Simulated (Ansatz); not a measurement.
Method: Ansatz 0.2.0, DFT PBE, scalar-relativistic, plane waves, PAW. Plane waves to 420 eV, a 6×6×6 mesh through Γ for the 16-atom cell and 0.02 eV Gaussian smearing; no spin polarisation.

Formation energies are uncorrected and refer to the elements' standard structures at the same level (N₂ as a molecule).

Question: Find a candidate cubic semiconductor with formula CsOsC3N3, with a gap near 2.4 eV, a formation energy near −0.13 eV/atom and about 18 Å³ per atom, in a cell of 16 atoms.

Answer: CsOsC3N3, space group Fm-3m (No. 225). Cs has 12 C at 3.74 Å and 12 N at 3.74 Å; Os on its first site is surrounded by 6 C at 2.03 Å; C is surrounded by 1 N at 1.18 Å, 1 Os at 2.03 Å, 4 C at 2.87 Å, 1 Os at 3.19 Å and 4 Cs at 3.74 Å; N is surrounded by 1 C at 1.18 Å, 1 Os at 2.01 Å, 4 N at 2.85 Å, 1 Os at 3.21 Å and 4 Cs at 3.74 Å; 1 more site not described.

Space group Fm-3m (No. 225). a = 10.447 Å, b = 10.447 Å, c = 10.447 Å, α = 90.00°, β = 90.00°, γ = 90.00°
| atom | site | symmetry | x | y | z |
| --- | --- | --- | --- | --- | --- |
| Cs | 8c | -43m | 0.2500 | 0.7500 | 0.7500 |
| Os | 4a | m-3m | 0.0000 | 0.0000 | 0.0000 |
| Os | 4b | m-3m | 0.5000 | 0.0000 | 0.0000 |
| C | 24e | 4m.m | 0.1944 | 0.0000 | 0.0000 |
| N | 24e | 4m.m | 0.3074 | 0.0000 | 0.0000 |

| Item | Value |
| --- | --- |
| Volume per atom | 17.82 Å³ |
| Density | 4.67 g/cm³ |
| Energy over the elements | −0.135 eV/atom |
| Gap on the 6×6×6 mesh of the 16-atom cell | 2.39 eV |

It was reached by relaxing an invented guess, and it needn't be the stable form of this composition. The answer needn't be unique; the calculation gave this one.

Spin–orbit coupling, which can matter for Os, is left out. Kohn–Sham gaps at this level usually fall short of measured ones. The reference form of C is held partly by dispersion forces, which this level lacks. A later test with randomly moved atoms came back to the same energy, though modes that don't fit the test's cell weren't probed.
